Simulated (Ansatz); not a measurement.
# Mg₅NiSe₆: relaxed-ion elastic tensor

Method: DFT PBE, scalar-relativistic, plane waves, PAW in Ansatz 0.2.0. Plane waves to 420 eV; Γ-centred k mesh 6×6×6; Gaussian smearing of 0.02 eV. Collinear spin, site moments 0.0, 0.0, 0.0, 0.0, 0.0, 1.3, 0.1, 0.1, 0.1, 0.1, 0.1, 0.1 μB.

Relaxed structure:
```
CELL_PARAMETERS angstrom
3.32480 1.91957 6.34238
-3.32480 1.91957 6.34238
0.00000 -3.83915 6.34238
ATOMIC_POSITIONS crystal
Mg 0.33399 0.33399 0.33399
Mg 0.66601 0.66601 0.66601
Mg 0.00000 0.00000 0.00000
Mg 0.83304 0.83304 0.83304
Mg 0.16696 0.16696 0.16696
Ni 0.50000 0.50000 0.50000
Se 0.41786 0.09548 0.74416
Se 0.74416 0.41786 0.09548
Se 0.09548 0.74416 0.41786
Se 0.25584 0.58214 0.90452
Se 0.58214 0.90452 0.25584
Se 0.90452 0.25584 0.58214
```

It was reached by relaxing an invented guess, and it needn't be the stable form of this composition.

(1) Give the relaxed-ion elastic constants (GPa, Voigt order xx yy zz yz xz xy, on the Cartesian axes of the cell above).

(2) Is the crystal stable against homogeneous strain?

(3) And the moduli of a polycrystal (Hill averages)?

## Answers

(1)
```
106.4  44.4  34.7  -0.1   0.2   0.0
 44.4 106.4  34.7   0.1  -0.2   0.0
 34.6  34.6 129.8   0.0   0.0   0.0
 -0.1   0.1   0.0  26.2   0.0  -0.2
  0.2  -0.2   0.0   0.0  26.2  -0.1
  0.0   0.0   0.0  -0.2  -0.1  31.0
```

(2) Yes: the least eigenvalue of the tensor is 26.2 GPa.

(3) B = 63 GPa, G = 31 GPa, E = 81 GPa, ν = 0.29.
